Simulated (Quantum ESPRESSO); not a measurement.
Al2ZnSnRu4, a guest atom moved from site to site

A calculation, not a measurement. The program is pw.x of Quantum ESPRESSO 7.5 (plane-wave density functional theory). The cell is made up: eight metal atoms on a face-centred cubic lattice, with elements, volume, strain and displacements drawn at random and not relaxed, so it may be unstable or far from any real phase. PseudoDojo standard norm-conserving files set the functional (PBE unless stated); there is no spin polarisation or spin-orbit coupling, the Fermi-Dirac width of 0.25 eV means electrons at about 2900 K, and the masses in the input are unused placeholders. The tin pseudopotential is less sure than most, with forces differing by about three percent from a second method on plain tin. A spin test at this wide smearing found no moment, but such smearing suppresses magnetism that the real alloy may have.

The runs move one Zn atom among sites that otherwise hold Ru. Cell, positions, cutoff, mesh and smearing stay as in the input of run 1; sites are counted in its order. Stress in the tables is positive in tension.

Input of run 1:

```
&control calculation='scf', pseudo_dir='./dojo.nc.sr.pbe.v0_5.standard.upf', outdir='./o', disk_io='minimal', tprnfor=.true., tstress=.true. /
&system ibrav=0, nat=8, ntyp=4, nbnd=65, ecutwfc=84.00895049, nosym=.true., tot_charge=0,
 occupations='smearing', smearing='fd', degauss=0.0183746611
/
&electrons conv_thr=1.470e-08, electron_maxstep=70, mixing_beta=0.5 /
ATOMIC_SPECIES
Al 1.0 Al.upf
Ru 1.0 Ru.upf
Sn 1.0 Sn.upf
Zn 1.0 Zn.upf
CELL_PARAMETERS angstrom
0.029 0.039 -3.9088
3.9542 -0.008 -0.029
0.0159 -8.0118 0.0779
ATOMIC_POSITIONS angstrom
Al -0.12 0.0168 -0.0318
Zn 0.0511 -3.9131 -0.0818
Sn 1.8862 -1.883 0.1723
Ru 1.9359 -6.0258 -0.0807
Ru -0.031 -2.0213 -1.8077
Al -0.0859 -5.923 -1.9265
Ru 1.9185 -0.0588 -1.9272
Ru 1.9069 -4.0322 -1.9176
K_POINTS automatic
6 6 3 1 1 1
```

| run | elements on sites 1 to 8 | free energy less that of run 1 (eV) | -TS (eV) | pressure (GPa) | stress xx (GPa) | stress yy (GPa) | stress zz (GPa) | stress yz (GPa) | stress xz (GPa) | stress xy (GPa) | iterations |
| --- | --- | --- | --- | --- | --- | --- | --- | --- | --- | --- | --- |
| 1 | Al Zn Sn Ru Ru Al Ru Ru | 0.000 | -1.635 | -2.52 | 4.03 | -0.07 | 3.61 | -1.91 | -0.53 | -0.60 | 16 |
| 2 | Al Ru Sn Zn Ru Al Ru Ru | 0.323 | -1.574 | -1.18 | 0.12 | 0.97 | 2.44 | -1.78 | -0.63 | -0.53 | 14 |
| 3 | Al Ru Sn Ru Zn Al Ru Ru | 0.254 | -1.621 | -2.62 | 5.89 | 1.52 | 0.44 | -1.97 | -0.53 | -0.81 | 14 |
| 4 | Al Ru Sn Ru Ru Al Zn Ru | 0.345 | -1.439 | -2.60 | 5.37 | -0.74 | 3.18 | 0.01 | -0.20 | -0.88 | 13 |
| 5 | Al Ru Sn Ru Ru Al Ru Zn | 0.211 | -1.701 | -1.82 | 3.64 | -0.80 | 2.63 | -2.17 | -0.51 | -0.76 | 15 |

Forces Fx Fy Fz (eV/Å):

```
site             run 1              run 2              run 3             run 4              run 5
   1    0.28 1.16 0.11     0.24 0.51 0.02     0.28 1.85 0.13   0.31 1.22 -0.16     0.28 1.22 0.11
   2  -0.63 -1.13 0.81   -0.49 -1.16 0.44   -0.46 -1.21 0.61  -0.55 -1.52 0.64   -0.72 -0.87 0.66
   3  0.37 -1.90 -1.22   0.50 -2.21 -1.06   0.41 -2.38 -1.16  0.46 -2.31 -0.70   0.47 -1.80 -1.09
   4   -0.09 0.36 0.45    -0.12 0.65 0.60    -0.09 0.83 0.64   -0.03 0.17 0.65    -0.09 0.21 0.67
   5  -0.37 0.24 -0.22  -0.49 -0.27 -0.19  -0.31 -0.22 -0.43  -0.41 0.48 -0.25  -0.36 -0.02 -0.16
   6  0.13 -0.16 -0.31    0.16 0.49 -0.18    0.08 0.25 -0.34   0.07 0.75 -0.21   0.11 -0.15 -0.24
   7   -0.10 1.84 0.52    -0.03 2.41 0.56    -0.09 1.22 0.58   -0.10 1.54 0.26    -0.07 1.83 0.38
   8  0.40 -0.41 -0.16   0.23 -0.42 -0.20   0.18 -0.35 -0.02  0.26 -0.33 -0.23   0.38 -0.42 -0.34
```

The sites are displaced and not relaxed, so the energy differences mix bonding between neighbours with strain and are not ordering energies. A rerun of one cell of this series at a higher cutoff and on a denser mesh moved values by no more than 0.002 eV in energy, 0.05 GPa in stress and 0.015 eV/Å in force, and a second program with other atomic files agreed on that cell to 2 % rms in force and 0.5 GPa in pressure.